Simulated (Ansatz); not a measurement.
A geometry of Sr away from equilibrium: the start of the relaxation of a relaxed Sr cell shaken by Gaussian noise of σ = 0.08 Å a coordinate. Calculation: r2SCAN (plane waves to 500 eV, PAW, scalar-relativistic; Ansatz, an electronic-structure program). Γ-centred k-mesh 5×5×5 on the run's cell (coarser than for final values), Fermi–Dirac smearing 0.05 eV.

```xyz
8
Lattice="7.6860 0.0000 0.0000 0.0000 7.6860 0.0000 0.0000 0.0000 7.6860" Properties=species:S:1:pos:R:3 pbc="T T T"
Sr     2.0192    -0.0587     3.7864
Sr     5.7217    -0.0830     3.7811
Sr     0.0657     3.7607     1.7466
Sr     0.1794     3.8387     5.7481
Sr     3.9168     1.9370    -0.2039
Sr     3.9436     5.7697    -0.0120
Sr     0.0778    -0.0626    -0.0307
Sr     3.8806     3.8178     3.7439
```

### Question
Which atoms carry the largest force, and which way does it point?

### Answer
0.41 eV/Å, on Sr3, Sr4 (atoms numbered as listed); on Sr3 its components are (-0.02, 0.03, 0.41).

### Question
What is the pressure?

### Answer
0.0 GPa, compression positive.

No spin polarisation in the result.

The end of the path is a generated cell of Sr: the first start was made by placing the elements on the sites of a structure type, and the end was not matched to a known phase here, so it may be hypothetical. Known forms of Sr include space group No. 225.
